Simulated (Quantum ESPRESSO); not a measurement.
HfTi2ZrO8, finding a planted mistake in a log

Simulated, not a measurement. The program is pw.x of Quantum ESPRESSO 7.5 (plane-wave density functional theory). The cell is made up: 12 atoms on a fluorite lattice, with randomly drawn elements, strain and displacements, not relaxed. PseudoDojo standard norm-conserving files (v0.5 for PBE, v0.4.1 for LDA and PBEsol) set the functional; there is no spin polarisation, spin-orbit coupling or dispersion term, and the masses in the input are unused placeholders.

The hafnium pseudopotential is less sure than the others, with forces about 3 percent (worst 6) and pressure in oxides about 1.5 GPa (worst 2.7) from a second method in checks, which no rerun with the same files tests.

Intended input:

```
&control calculation='scf', pseudo_dir='./dojo.nc.sr.pbe.v0_5.standard.upf', outdir='./o', disk_io='low', tprnfor=.true., tstress=.true. /
&system ibrav=0, nat=12, ntyp=4, nbnd=54, ecutwfc=84.00895049, nosym=.true., tot_charge=0,
 occupations='smearing', smearing='fd', degauss=0.0018374661
/
&electrons conv_thr=7.350e-09, electron_maxstep=60, /
ATOMIC_SPECIES
Hf 1.0 Hf.upf
O 1.0 O.upf
Ti 1.0 Ti.upf
Zr 1.0 Zr.upf
CELL_PARAMETERS angstrom
5.1022 -0.0037 0.0289
-0.0037 4.9967 0.0381
0.0289 0.0381 4.9521
ATOMIC_POSITIONS angstrom
Hf -0.0035 -0.0537 0.0232
Ti 0.0183 2.5225 2.4899
Ti 2.5638 0.0433 2.486
Zr 2.5602 2.4658 0.0037
O 1.2439 1.2625 1.2344
O 1.2989 1.292 3.7421
O 1.3152 3.7389 1.3114
O 1.2864 3.773 3.7322
O 3.8019 1.2658 1.2803
O 3.8194 1.3051 3.7176
O 3.8259 3.7505 1.3004
O 3.8624 3.7765 3.7886
K_POINTS automatic
4 5 5 1 1 1
```

The log is shortened where brackets say so; the opening notice, blank lines, dates and the lines on written files are dropped, and the path of the files is cut. It prints rydbergs, bohrs and kilobars, and counts compression as positive stress. Where no state is partly filled, the Fermi energy that it prints is only some level between the filled and the empty states on the mesh, and need not lie in the true gap.

Log of the intended run:

```
     Program PWSCF v.7.5
     Parallel version (MPI & OpenMP), running on       4 processor cores
     Number of MPI processes:                 4
     Threads/MPI process:                     1
     [start-up lines left out]
     bravais-lattice index     =            0
     lattice parameter (alat)  =       9.6419  a.u.
     unit-cell volume          =     851.8962 (a.u.)^3
     number of atoms/cell      =           12
     number of atomic types    =            4
     number of electrons       =        96.00
     number of Kohn-Sham states=           54
     kinetic-energy cutoff     =      84.0090  Ry
     charge density cutoff     =     336.0358  Ry
     scf convergence threshold =      7.3E-09
     mixing beta               =       0.7000
     number of iterations used =            8  plain     mixing
     Exchange-correlation= PBE
                           (   1   4   3   4   0   0   0)
     [axes and pseudopotential details left out]
   Cartesian axes
     site n.     atom                  positions (alat units)
         1        Hf     tau(   1) = (  -0.0006860  -0.0105247   0.0045470  )
         2        Ti     tau(   2) = (   0.0035866   0.4943865   0.4879972  )
         3        Ti     tau(   3) = (   0.5024809   0.0084864   0.4872329  )
         4        Zr     tau(   4) = (   0.5017754   0.4832738   0.0007252  )
         5        O      tau(   5) = (   0.2437928   0.2474382   0.2419309  )
         6        O      tau(   6) = (   0.2545723   0.2532200   0.7334168  )
         7        O      tau(   7) = (   0.2577670   0.7327896   0.2570222  )
         8        O      tau(   8) = (   0.2521224   0.7394729   0.7314765  )
         9        O      tau(   9) = (   0.7451370   0.2480850   0.2509269  )
        10        O      tau(  10) = (   0.7485668   0.2557874   0.7286150  )
        11        O      tau(  11) = (   0.7498408   0.7350631   0.2548663  )
        12        O      tau(  12) = (   0.7569944   0.7401588   0.7425303  )
     number of k points=    50  Fermi-Dirac smearing, width (Ry)=  0.0018
                       cart. coord. in units 2pi/alat
        k(    1) = (   0.1245005   0.1014311   0.1015258), wk =   0.0400000
        k(    2) = (   0.1233321   0.0998588   0.3076101), wk =   0.0400000
     [further k points left out]
     Dense  grid:    88601 G-vectors     FFT dimensions: (  60,  60,  60)
     Estimated max dynamical RAM per process >     271.00 MB
     Estimated total dynamical RAM >    1019.13 MB
     Initial potential from superposition of free atoms
     starting charge      95.9926, renormalised to      96.0000
     Starting wfcs are   72 randomized atomic wfcs
     total cpu time spent up to now is        8.0 secs
     per-process dynamical memory:   213.9 Mb
     Self-consistent Calculation
     iteration #  1     ecut=    84.01 Ry     beta= 0.70
     Davidson diagonalization with overlap
     ethr =  1.00E-02,  avg # of iterations =  2.0
     total cpu time spent up to now is       16.4 secs
     total energy              =    -714.49672366 Ry
     estimated scf accuracy    <       5.58576583 Ry
     iteration #  2     ecut=    84.01 Ry     beta= 0.70
     Davidson diagonalization with overlap
     ethr =  5.82E-03,  avg # of iterations =  8.5
     total cpu time spent up to now is       31.5 secs
     total energy              =    -706.72207117 Ry
     estimated scf accuracy    <      83.93682422 Ry
     [iterations 3 to 25 left out]
     iteration # 26     ecut=    84.01 Ry     beta= 0.70
     Davidson diagonalization with overlap
     ethr =  3.61E-11,  avg # of iterations =  1.4
     total cpu time spent up to now is      266.1 secs
     total energy              =    -717.46872338 Ry
     estimated scf accuracy    <       0.00000001 Ry
     iteration # 27     ecut=    84.01 Ry     beta= 0.70
     Davidson diagonalization with overlap
     ethr =  1.32E-11,  avg # of iterations =  5.1
     total cpu time spent up to now is      275.6 secs
     End of self-consistent calculation
     [lines on levels left out]
     the Fermi energy is    11.9625 ev
!    total energy              =    -717.46872338 Ry
     estimated scf accuracy    <          9.3E-11 Ry
     smearing contrib. (-TS)   =      -0.00000000 Ry
     internal energy E=F+TS    =    -717.46872338 Ry
     The total energy is F=E-TS. E is the sum of the following terms:
     one-electron contribution =    -148.70756458 Ry
     hartree contribution      =     129.99450250 Ry
     xc contribution           =    -150.46230536 Ry
     ewald contribution        =    -548.29335595 Ry
     convergence has been achieved in  27 iterations
     Forces acting on atoms (cartesian axes, Ry/au):
     atom    1 type  1   force =     0.00530756    0.01371668   -0.00575043
     atom    2 type  3   force =     0.00580336    0.00279131    0.00260536
     atom    3 type  3   force =    -0.00261039    0.00341467   -0.00113313
     atom    4 type  4   force =    -0.00913597    0.01283544    0.00782382
     atom    5 type  2   force =    -0.00796862   -0.01432629    0.05057947
     atom    6 type  2   force =    -0.00986768   -0.01421948   -0.04805594
     atom    7 type  2   force =    -0.01926202    0.01484449    0.01501405
     atom    8 type  2   force =    -0.00471086    0.00998598   -0.01790032
     atom    9 type  2   force =     0.00526059   -0.02029350    0.02481851
     atom   10 type  2   force =     0.02271830   -0.02568712   -0.02682194
     atom   11 type  2   force =     0.01313073    0.00190543    0.04132190
     atom   12 type  2   force =     0.00133501    0.01503240   -0.04250135
     Total force =     0.119124     Total SCF correction =     0.000027
     Computing stress (Cartesian axis) and pressure
          total   stress  (Ry/bohr**3)                   (kbar)     P=      -47.74
  -0.00082714   0.00005993  -0.00004486         -121.68        8.82       -6.60
   0.00005993  -0.00019362  -0.00000362            8.82      -28.48       -0.53
  -0.00004486  -0.00000362   0.00004719           -6.60       -0.53        6.94
     init_run     :      5.26s CPU      5.55s WALL (       1 calls)
     electrons    :    266.15s CPU    267.57s WALL (       1 calls)
     forces       :      1.75s CPU      1.78s WALL (       1 calls)
     stress       :      6.06s CPU      6.30s WALL (       1 calls)
     [timing details left out]
     PWSCF        :   4m41.75s CPU   4m43.78s WALL
     JOB DONE.
```

A second run was made from an input with one planted mistake. Its log:

```
     Program PWSCF v.7.5
     Parallel version (MPI & OpenMP), running on       4 processor cores
     Number of MPI processes:                 4
     Threads/MPI process:                     1
     [start-up lines left out]
     bravais-lattice index     =            0
     lattice parameter (alat)  =       9.6419  a.u.
     unit-cell volume          =     851.8962 (a.u.)^3
     number of atoms/cell      =           12
     number of atomic types    =            4
     number of electrons       =        96.00
     number of Kohn-Sham states=           54
     kinetic-energy cutoff     =      84.0090  Ry
     charge density cutoff     =     336.0358  Ry
     scf convergence threshold =      7.3E-09
     mixing beta               =       0.7000
     number of iterations used =            8  plain     mixing
     Exchange-correlation= SLA  PW   NOGX NOGC
                           (   1   4   0   0   0   0   0)
     [axes and pseudopotential details left out]
   Cartesian axes
     site n.     atom                  positions (alat units)
         1        Hf     tau(   1) = (  -0.0006860  -0.0105247   0.0045470  )
         2        Ti     tau(   2) = (   0.0035866   0.4943865   0.4879972  )
         3        Ti     tau(   3) = (   0.5024809   0.0084864   0.4872329  )
         4        Zr     tau(   4) = (   0.5017754   0.4832738   0.0007252  )
         5        O      tau(   5) = (   0.2437928   0.2474382   0.2419309  )
         6        O      tau(   6) = (   0.2545723   0.2532200   0.7334168  )
         7        O      tau(   7) = (   0.2577670   0.7327896   0.2570222  )
         8        O      tau(   8) = (   0.2521224   0.7394729   0.7314765  )
         9        O      tau(   9) = (   0.7451370   0.2480850   0.2509269  )
        10        O      tau(  10) = (   0.7485668   0.2557874   0.7286150  )
        11        O      tau(  11) = (   0.7498408   0.7350631   0.2548663  )
        12        O      tau(  12) = (   0.7569944   0.7401588   0.7425303  )
     number of k points=    50  Fermi-Dirac smearing, width (Ry)=  0.0018
                       cart. coord. in units 2pi/alat
        k(    1) = (   0.1245005   0.1014311   0.1015258), wk =   0.0400000
        k(    2) = (   0.1233321   0.0998588   0.3076101), wk =   0.0400000
     [further k points left out]
     Dense  grid:    88601 G-vectors     FFT dimensions: (  60,  60,  60)
     Estimated max dynamical RAM per process >     271.00 MB
     Estimated total dynamical RAM >    1019.13 MB
     Initial potential from superposition of free atoms
     starting charge      95.9938, renormalised to      96.0000
     Starting wfcs are   72 randomized atomic wfcs
     total cpu time spent up to now is        5.6 secs
     per-process dynamical memory:   213.9 Mb
     Self-consistent Calculation
     iteration #  1     ecut=    84.01 Ry     beta= 0.70
     Davidson diagonalization with overlap
     ethr =  1.00E-02,  avg # of iterations =  2.0
     total cpu time spent up to now is       13.5 secs
     total energy              =    -714.36686078 Ry
     estimated scf accuracy    <       5.36887973 Ry
     iteration #  2     ecut=    84.01 Ry     beta= 0.70
     Davidson diagonalization with overlap
     ethr =  5.59E-03,  avg # of iterations =  8.6
     total cpu time spent up to now is       28.9 secs
     total energy              =    -706.80925320 Ry
     estimated scf accuracy    <      82.66871771 Ry
     [iterations 3 to 32 left out]
     iteration # 33     ecut=    84.01 Ry     beta= 0.70
     Davidson diagonalization with overlap
     ethr =  7.43E-11,  avg # of iterations =  5.4
     total cpu time spent up to now is      384.5 secs
     total energy              =    -717.27684237 Ry
     estimated scf accuracy    <       0.00000002 Ry
     iteration # 34     ecut=    84.01 Ry     beta= 0.70
     Davidson diagonalization with overlap
     ethr =  2.36E-11,  avg # of iterations =  3.5
     total cpu time spent up to now is      396.1 secs
     End of self-consistent calculation
     [lines on levels left out]
     the Fermi energy is    11.5899 ev
!    total energy              =    -717.27684237 Ry
     estimated scf accuracy    <          5.7E-09 Ry
     smearing contrib. (-TS)   =      -0.00000000 Ry
     internal energy E=F+TS    =    -717.27684237 Ry
     The total energy is F=E-TS. E is the sum of the following terms:
     one-electron contribution =    -149.37014882 Ry
     hartree contribution      =     128.97198942 Ry
     xc contribution           =    -148.58532703 Ry
     ewald contribution        =    -548.29335595 Ry
     convergence has been achieved in  34 iterations
     Forces acting on atoms (cartesian axes, Ry/au):
     atom    1 type  1   force =     0.00526848    0.01064320   -0.00496426
     atom    2 type  3   force =     0.00609722    0.00298623    0.00252065
     atom    3 type  3   force =    -0.00230472    0.00403888   -0.00165701
     atom    4 type  4   force =    -0.00862475    0.01168937    0.00719940
     atom    5 type  2   force =    -0.01104974   -0.01738072    0.04526221
     atom    6 type  2   force =    -0.01213429   -0.01690863   -0.04291553
     atom    7 type  2   force =    -0.02360686    0.01769686    0.01105483
     atom    8 type  2   force =    -0.00866036    0.01337193   -0.01336829
     atom    9 type  2   force =     0.00699391   -0.02359687    0.02115467
     atom   10 type  2   force =     0.02413463   -0.02676765   -0.02338955
     atom   11 type  2   force =     0.01829848    0.00640138    0.03511088
     atom   12 type  2   force =     0.00558802    0.01782602   -0.03600800
     Total force =     0.113277     Total SCF correction =     0.000189
     Computing stress (Cartesian axis) and pressure
          total   stress  (Ry/bohr**3)                   (kbar)     P=     -192.85
  -0.00181634   0.00004485  -0.00003739         -267.19        6.60       -5.50
   0.00004485  -0.00117958  -0.00000653            6.60     -173.52       -0.96
  -0.00003739  -0.00000653  -0.00093708           -5.50       -0.96     -137.85
     init_run     :      5.14s CPU      5.42s WALL (       1 calls)
     electrons    :    388.75s CPU    390.46s WALL (       1 calls)
     forces       :      2.15s CPU      2.15s WALL (       1 calls)
     stress       :      7.27s CPU      7.28s WALL (       1 calls)
     [timing details left out]
     PWSCF        :   6m43.58s CPU   6m45.65s WALL
     JOB DONE.
```

Question: what was wrong in the second input?

Answer: the files are those of another functional. The input lines that differ, file-writing options aside:

```
- &control calculation='scf', pseudo_dir='./dojo.nc.sr.pbe.v0_5.standard.upf', outdir='./o', disk_io='low', tprnfor=.true., tstress=.true. /
+ &control calculation='scf', pseudo_dir='./dojo.nc.sr.lda.v0_4_1.standard.upf', outdir='./o', disk_io='low', tprnfor=.true., tstress=.true. /
```

|  | intended run | run with the mistake |
| --- | --- | --- |
| free energy (eV) | -9761.659 | -9759.049 |
| smearing term -TS (eV) | 0.0000 | 0.0000 |
| pressure (GPa) | -4.77 | -19.29 |
| largest force component (eV/Å) | 1.300 | 1.164 |
| largest change of a force component (eV/Å) |  | 0.167 |
| iterations | 27 | 34 |

For scale, a rerun of the intended cell at a cutoff of 1467 eV and k mesh 6 x 7 x 7 moved values by no more than 0.002 eV in energy, 0.06 GPa in stress and 0.002 eV/Å in force. Files of another functional have another zero of energy, so the energy change says nothing on stability.